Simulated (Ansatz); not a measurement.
Task: TePt (CsCl type, Pm-3m) is relaxed with PBE (plane waves, PAW; program Ansatz). What lattice parameters of the conventional cell result?

Result: a = 3.442 Å.

Task: Is it a metal or does it have a gap at this level?

Result: No gap at this level.

The start of the workflow was typed in or built on a structure type; neither database checked (COD, Materials Project) lists it. COD files the formula under space group No. 166, 194. Whether it is the stable phase at ambient conditions was not checked. Symmetry was held in the PBE relaxation; its stability against distortions is not shown here. The run is not spin-polarised. Its formation energy is positive at this level, so the cell may be metastable or incomplete. Scalar-relativistic: spin–orbit coupling is off unless named, which matters more the heavier the elements.

Potentials: the later of the program's two PAW sets.
